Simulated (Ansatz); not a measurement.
The elements of this relaxed trial crystal are hidden behind letters.

```
lattice vectors (Å)
   3.8945    0.0000    0.0000
   0.0000    3.8945    0.0000
   0.0000    0.0000   16.5182
fractional positions
X 0.5000 0.5000 0.8334
X 0.0000 0.0000 0.6667
X 0.5000 0.5000 0.5000
X 0.0000 0.0000 0.3333
X 0.5000 0.5000 0.1666
Z 0.0000 0.0000 0.0000
Q 0.5000 0.0000 0.7500
Q 0.0000 0.5000 0.5833
Q 0.5000 0.0000 0.4167
Q 0.0000 0.5000 0.2500
Q 0.5000 0.0000 0.0837
Q 0.0000 0.5000 0.9163
```

The calculation used DFT PBE, scalar-relativistic, plane waves, PAW (Ansatz). Plane waves to 420 eV, an 8×8×2 mesh through Γ for the 12-atom cell and 0.02 eV Gaussian smearing; no spin polarisation.

```
Space group                               : P-4m2 (No. 115)
Conventional cell                         : a = 3.894 Å, c = 16.518 Å
Volume per atom                           : 20.88 Å³
Density                                   : 2.59 g/cm³
Formation energy                          : −0.599 eV/atom
Gap on the 8×8×2 mesh of the 12-atom cell : 1.62 eV
```

Energies are uncorrected and count from the elements' standard states at the same level.

Question: X is a p-block element of period 3, Z is a p-block element of period 4 and Q is a p-block element of period 3. Which elements are they?

Answer: X = Al, Z = Ga, Q = P, so the formula is Al5GaP6. Density times volume gives a mean mass of 2.59 × 20.88/1.6605 = 32.6 u per atom, and this set has 32.5 u. Al on a site of symmetry 2mm has 4 P at 2.38 Å; Ga is surrounded by 4 P at 2.39 Å; P on its first site has 4 Al at 2.38 Å; 4 more sites not described. Other sets within the hints have nearly the same mass, so mass alone doesn't settle it; this one was computed.

Kohn–Sham gaps at this level usually fall short of measured ones. Symmetry constrained the relaxation, so the result can be a saddle point.
